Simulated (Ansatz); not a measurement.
Input and command of a plane-wave DFT calculation in Ansatz:

```yaml
crystal:
  lattice:
    - [3.4969490424, 0.0, 0.0]
    - [-1.7484745212, 3.0284467064, 0.0]
    - [0.0, 0.0, 14.0110238096]
  atoms:
    - { symbol: Te, position: [0.3333333333, 0.6666666667, 0.6144812248] }
    - { symbol: Te, position: [0.6666666667, 0.3333333333, 0.1144812248] }
    - { symbol: Te, position: [0.3333333333, 0.6666666667, 0.8738946054] }
    - { symbol: Te, position: [0.6666666667, 0.3333333333, 0.3738946054] }
    - { symbol: Mo, position: [0.3333333333, 0.6666666667, 0.2441879151] }
    - { symbol: Mo, position: [0.6666666667, 0.3333333333, 0.7441879151] }
    - { symbol: Li, position: [0.0, 0.0, -0.0058120849] }
    - { symbol: Li, position: [1.0, 1.0, 0.4941879151] }
basis:
  ecutwfc: 420
kpoints:
  mp_grid: { grid: [6, 6, 2] }
hamiltonian:
  xc: pbe
  dispersion: d3bj
scf:
  occupations: { method: gaussian, width: 0.1 }
output:
  forces: true
  stress: true
  eigenvalues: true
```

```bash
ansatz run input.yaml --threads 2 --pin off --max-ram 5120MiB --backend cpu --events-out ev --progress --plain --runs-dir out
```

Processor: Intel(R) Xeon(R) Platinum 8488C (Sapphire Rapids), 2 threads, on a host shared with other jobs.

How long does it run, and how much memory does it take?

About 2.7 s on 2 threads of Intel(R) Xeon(R) Platinum 8488C (Sapphire Rapids), with other jobs on the host, peak memory 0.55 GiB. It solves 59 bands at 14 k points (the mesh reduced by the symmetry that the task leaves, which can be less than the crystal's) with about 2849 plane waves, in 7 SCF iterations.
